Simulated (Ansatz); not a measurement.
## Relaxing an invented ZnCd₂Te₂S structure

Computed with Ansatz 0.2.0, DFT PBE, scalar-relativistic, plane waves, PAW. Cutoff 420 eV, Gaussian smearing, Γ-centred meshes. Cell and atoms relax first on a coarse mesh and then on a finer one. In between, the cell is made exact in the group found at 0.06 Å. In metals the finer mesh still leaves noise of several meV/atom or more. The steps can't lower the symmetry of their start. No spin polarisation.

Recipe of this trial structure of ZnCd₂Te₂S: random cell by space group and Wyckoff sites (P4/mmm, No. 123). The dimensions are guesses.

```cif
data_structure
_symmetry_space_group_name_H-M 'P4/mmm'
_symmetry_Int_Tables_number 123
_cell_length_a 5.8772
_cell_length_b 5.8772
_cell_length_c 4.3619
_cell_angle_alpha 90.000
_cell_angle_beta 90.000
_cell_angle_gamma 90.000
_cell_volume 150.67
loop_
_atom_site_label
_atom_site_type_symbol
_atom_site_symmetry_multiplicity
_atom_site_Wyckoff_symbol
_atom_site_fract_x
_atom_site_fract_y
_atom_site_fract_z
_atom_site_occupancy
Zn1 Zn 1 c 0.50000 0.50000 0.00000 1
Cd1 Cd 2 e 0.50000 0.00000 0.50000 1
Te1 Te 2 f 0.50000 0.00000 0.00000 1
S1 S 1 b 0.00000 0.00000 0.50000 1
```

Formation energies are uncorrected and refer to the elements' standard structures at the same level.

Task: Describe the relaxed structure.

Result: The symmetry stays P4/mmm (No. 123). The volume per atom grows by 16.3 %, from 25.1 to 29.2 Å³. The shortest distance goes from 2.18 Å (Cd–Te) to 2.68 Å (Cd–S and Zn–Te). The ratio c/a of the conventional cell changes by a factor of 1.53. The energy falls by about 1.6 eV/atom (the start's value is from the coarse mesh). Conventional cell: a = 5.361 Å, c = 6.095 Å. Zn has 4 Te at 2.68 Å; Cd is surrounded by 2 S at 2.68 Å and 2 Te at 3.05 Å; Te is surrounded by 2 Zn at 2.68 Å and 2 Cd at 3.05 Å; S has 4 Cd at 2.68 Å.

```cif
data_structure
_symmetry_space_group_name_H-M 'P4/mmm'
_symmetry_Int_Tables_number 123
_cell_length_a 5.3610
_cell_length_b 5.3610
_cell_length_c 6.0951
_cell_angle_alpha 90.000
_cell_angle_beta 90.000
_cell_angle_gamma 90.000
_cell_volume 175.18
loop_
_atom_site_label
_atom_site_type_symbol
_atom_site_symmetry_multiplicity
_atom_site_Wyckoff_symbol
_atom_site_fract_x
_atom_site_fract_y
_atom_site_fract_z
_atom_site_occupancy
Zn1 Zn 1 c 0.50000 0.50000 0.00000 1
Cd1 Cd 2 e 0.50000 0.00000 0.50000 1
Te1 Te 2 f 0.50000 0.00000 0.00000 1
S1 S 1 b 0.00000 0.00000 0.50000 1
```

Task: Give its energy and gap.

Result: The formation energy is +0.06 eV/atom and the gap on the 8×8×6 mesh of the 6-atom cell is 0 eV (a metal).

A positive value: parting into the elements would lower its energy.

The last run used Gaussian smearing of 0.10 eV. These runs have no spin–orbit coupling, which can matter for Te. The reference forms of S and Te are held partly by dispersion forces, which this level lacks. A structure relaxed within its symmetry needn't be a true minimum. In all, the 3 runs took 9.9 min on 1 thread of Intel(R) Xeon(R) Processor @ 2.50GHz (Skylake/Cascade Lake), on a shared host. Another cell of ZnCd2Te2S relaxed alike, in Pmm2, lies 172 meV/atom lower, so this cell isn't the stable form at this level.
